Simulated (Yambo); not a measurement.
# Convergence of the G0W0 gap of RbMo2AlO8

G0W0@PBEsol for RbMo₂AlO₈ (space group P-3m1, No. 164) in Yambo. Reference settings: 3×3×2 Γ-centred k mesh, bands 3 to 230 and a 6 Ry block in the screening, 230 bands in G with the Bruneval-Gonze terminator, plasmon pole fitted at 27.2 eV. The PBEsol gap Γ → Γ on this mesh is 3.68 eV; G0W0 gaps are taken between the same points.

```csv
change from the reference,G0W0 gap Γ → Γ (eV),shift of the valence edge (eV),rough Yambo cost
reference settings,6.34,-0.82,1
"154 bands in W, 154 bands in G",6.40,-0.75,about 1/2
117 bands in W,6.42,-0.74,about 1/2
2 Ry block,6.77,-1.07,within a factor of two
no random integration,6.26,-0.61,–
no terminator,6.44,-0.60,–
```

The reference isn't shown to be the converged limit. Costs are rough (shared machines), scaled to the same edge states, and given only for runs that recompute the screening.

Spin-orbit splittings are left out.

Geometry of the Materials Project entry, not relaxed at this level; primitive cell a = b = 5.6537 Å, c = 7.4760 Å, α = β = 90.00°, γ = 120.00°.

The structure is a Materials Project entry; no match was found in the copy of COD used, and its stability was not checked.

A shift is the quasiparticle energy of the state minus its PBEsol energy.
